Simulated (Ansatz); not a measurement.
### Question
Zr (hcp (Mg type), P6_3/mmc) is relaxed with DFT-r²SCAN in the program Ansatz with PAW potentials. What lattice parameters of the conventional cell result?

### Answer
a = 3.247 Å, c = 5.152 Å.

Symmetry was held in the r²SCAN relaxation. The run is not spin-polarised. Axis ratios of metals converge slowly with the k-mesh, so a and c are less sure than the volume.

Potentials: the later of the program's two PAW sets.
